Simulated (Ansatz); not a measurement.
LiTaO3:
```yaml
crystal:
  lattice:
    - [5.31787, 0.00000, 0.00000]
    - [0.00000, 5.31787, 0.00000]
    - [0.00000, 0.00000, 3.88723]
  atoms:
    - { symbol: Li, position: [0.50000, 0.00000, 0.50000] }
    - { symbol: Li, position: [0.00000, 0.50000, 0.50000] }
    - { symbol: Ta, position: [0.00000, 0.00000, 0.00000] }
    - { symbol: Ta, position: [0.50000, 0.50000, 0.00000] }
    - { symbol: O, position: [0.00000, 0.00000, 0.50000] }
    - { symbol: O, position: [0.50000, 0.50000, 0.50000] }
    - { symbol: O, position: [0.67453, 0.17453, 0.00000] }
    - { symbol: O, position: [0.32547, 0.82547, 0.00000] }
    - { symbol: O, position: [0.82547, 0.67453, 0.00000] }
    - { symbol: O, position: [0.17453, 0.32547, 0.00000] }
```

Relaxed with LDA. Special points in fractions of this cell's reciprocal vectors: Γ (0.000, 0.000, 0.000); X (0.000, 0.500, 0.000); M (0.500, 0.500, 0.000); Z (0.000, 0.000, 0.500); R (0.000, 0.500, 0.500); A (0.500, 0.500, 0.500).

Q: List the band energies nearest the valence-band maximum at these points for LDA (plane waves, PAW; program Ansatz).

A: In eV from the valence-band maximum; about four levels below and three above (degenerate sets whole), none deeper than 8.9 eV; points with the same levels are listed once.

```json
[
 {"k": "Γ", "below": "-0.99 -0.99 -0.83 -0.26 -0.26", "above": "2.40 2.40 3.05"},
 {"k": "X", "below": "-1.27 -1.27 -0.42 -0.42", "above": "3.90 3.90 3.95 3.95"},
 {"k": "M", "below": "-0.75 -0.75 -0.73 -0.73", "above": "2.59 2.59 4.83 4.83"},
 {"k": "Z", "below": "-0.23 -0.23 0.00 0.00", "above": "3.12 5.25 5.44 5.44"},
 {"k": "R", "below": "-0.53 -0.53 -0.48 -0.48", "above": "5.01 5.01 5.86 5.86"},
 {"k": "A", "below": "-1.32 -1.32 -0.15 -0.15", "above": "5.00 5.00 5.57 5.57"}
]
```

Space group P4/mbm. The workflow started from a Materials Project entry (that database holds measured and hypothetical structures alike); the Crystallography Open Database copy checked does not list it. It is not the phase usual at ambient conditions (space group No. 161). The cell was relaxed with LDA under the symmetry of its start. At this level the phase is dynamically unstable (imaginary phonons). No spin polarisation was allowed. Scalar-relativistic: spin–orbit coupling is off unless named, which matters more the heavier the elements.

Potentials: the later of the program's two PAW sets.
